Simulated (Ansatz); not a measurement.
## Sb: stationary points along a deformation path

Theory: Ansatz 0.2.0, DFT PBEsol, scalar-relativistic, plane waves, PAW. Settings: plane waves to 420 eV, k-mesh 16×16×16 (Γ-centred), Gaussian smearing 0.15 eV. No spin polarisation. Energies are free energies at this smearing, counted from the undisturbed cell; pressure is positive in compression.

Zero of the scan (as given, not relaxed at this level; it stands at -4.9 GPa; this simple cubic form isn't the usual structure):

```
Sb
1.0
     3.16000    0.00000    0.00000
     0.00000    3.16000    0.00000
     0.00000    0.00000    3.16000
Sb
1
Direct
  0.00000 0.00000 0.00000
```

At fixed volume and fractional coordinates, lengths along (0.577, 0.577, 0.577) are scaled against those across it; ρ is that ratio over its starting value. V = 31.554 Å³/atom. Δσ is the stress along the axis less the mean stress across it (compression positive).

| ρ | ΔE (meV/atom) | Δσ (GPa) | space group |
| --- | --- | --- | --- |
| 0.500 | 281.2 | 0.00 | Im-3m |
| 0.600 | 273.2 | 3.11 | R-3m |
| 0.710 | 152.8 | 5.60 | R-3m |
| 0.850 | 41.9 | 3.46 | R-3m |
| 1.000 | 0.0 | 0.00 | Pm-3m |
| 1.200 | 63.6 | -4.98 | R-3m |
| 1.410 | 190.7 | -6.07 | R-3m |
| 1.700 | 317.5 | -3.86 | R-3m |
| 2.000 | 354.5 | 0.00 | Fm-3m |

Question: How does the stress give the slope of the energy, and where is the energy stationary?

Answer: Along the path d ln(length) is 2/3 d ln ρ on the axis and −1/3 d ln ρ across it, so dE/d ln ρ = −(2/3) V Δσ: the energy falls with ρ where Δσ is positive. Δσ vanishes or changes sign at ρ = 0.500 (Im-3m, an end of the scan), at 281.2 meV/atom; at ρ = 1.000 (Pm-3m), a minimum at 0.0 meV/atom; at ρ = 2.000 (Fm-3m, an end of the scan), at 354.5 meV/atom. Pairs of stationary points between two samples would go unseen, and could change a minimum read from distant neighbours into a maximum. At ρ = 0.500, 1.000, 2.000 the cell is cubic, where symmetry alone makes the stress isotropic and the slope zero.

In a metal these slopes depend on the k mesh and the smearing.